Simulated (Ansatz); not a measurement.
The start is a generated trial cell of Mo2N in the AFLOW prototype A2B_oP12_62_2c_c (C25, as in HgCl2). The cell and all atomic positions are relaxed at zero pressure with r2SCAN (plane waves to 500 eV, PAW, scalar-relativistic; Ansatz, a quantum-chemistry and plane-wave program). First-step values are on the input's coarse k-mesh.

Ansatz input (later rounds restart from its end on a renewed k-mesh):
Ansatz 0.2 input:
```yaml
crystal:
  lattice:
    - [9.5059343, 0, 0]
    - [0, 4.4510315, 0]
    - [0, 0, 3.2283601]
  atoms:
    - { symbol: N, position: [0.374, 0.75, 0.947] }
    - { symbol: N, position: [0.874, 0.75, 0.553] }
    - { symbol: N, position: [0.626, 0.25, 0.053] }
    - { symbol: N, position: [0.126, 0.25, 0.447] }
    - { symbol: Mo, position: [0.233, 0.75, 0.625] }
    - { symbol: Mo, position: [0.733, 0.75, 0.875] }
    - { symbol: Mo, position: [0.767, 0.25, 0.375] }
    - { symbol: Mo, position: [0.267, 0.25, 0.125] }
    - { symbol: Mo, position: [0.008, 0.75, 0.222] }
    - { symbol: Mo, position: [0.508, 0.75, 0.278] }
    - { symbol: Mo, position: [0.992, 0.25, 0.778] }
    - { symbol: Mo, position: [0.492, 0.25, 0.722] }
basis: { ecutwfc: 500, ecutrho_ratio: 4, xc_grid: 4, fft_grid_basis: typed }
kpoints: { mp_grid: { grid: [2, 4, 6] } }
hamiltonian:
  xc: r2scan
  dispersion: none
  pseudopotentials: { kind: paw }
scf: { occupations: { method: fermi_dirac, width: 0.05 } }
relax: { f_tol: 0.01, max_steps: 100, cell: { stress_tol: 0.02 } }
output: { forces: true, stress: true }
```

Question: What symmetry does the relaxed structure have?

Answer: The space group goes from Pnma (No. 62) to Pmmn (No. 59), with 6 atoms in the primitive cell.

Question: How much energy is released per atom?

Answer: About 1.7 eV/atom.

Question: How does the volume per atom move from start to end?

Answer: +5.0 %, from 11.38 to 11.95 Å³/atom.

Final values are on a 13×9×7 k-mesh of the relaxed cell. The start holds a very short contact (Mo–N 1.66 Å). No spin polarisation in the result.

The run could not lose the symmetry of its start, so the end can be a saddle point.

The relaxed structure here is a generated cell of Mo2N: the first start was made by placing the elements on the sites of a structure type, and the end was not matched to a known phase here, so it may be hypothetical.
